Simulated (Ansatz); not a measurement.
Ta₂O₅ in space group Cmmm (No. 65; Ta on 4i, O on 4j, O on 4i, O on 2a), r²SCAN in the plane-wave PAW code Ansatz, all energies at zero smearing, with the estimated change up to a 700 eV cutoff added, with one set of potentials and settings (totals compare only within such a set). Cell of 7 atoms (2 Ta, 5 O): -22741.904 eV.

| element | reference phase | E (eV/atom) |
|---|---|---|
| Ta | Im-3m, 1 atoms in the cell | -9945.1755 |
| O | C2/m, 4 atoms in the cell, spin-polarised | -566.0346 |

Formation energy per atom, worked out: (-22741.904 − 2×(-9945.1755) − 5×(-566.0346))/7 = -3.054 eV/atom (-295 kJ per mol of atoms), at 0 K, without zero-point energy or fitted corrections.

The first step of the workflow began from a Materials Project structure, measured or hypothetical; the Crystallography Open Database copy checked does not list it. COD files the formula under space group No. 49. Whether it is the stable phase at ambient conditions was not checked. The r²SCAN relaxation kept the symmetry of its start; phonons show weakly imaginary modes. No spin polarisation was allowed. The references are the lowest solids computed at this level, not always the standard phases (solids in place of the gases). Spin–orbit coupling is left out wherever it is not named.

Potentials: the earlier of the program's two PAW sets.
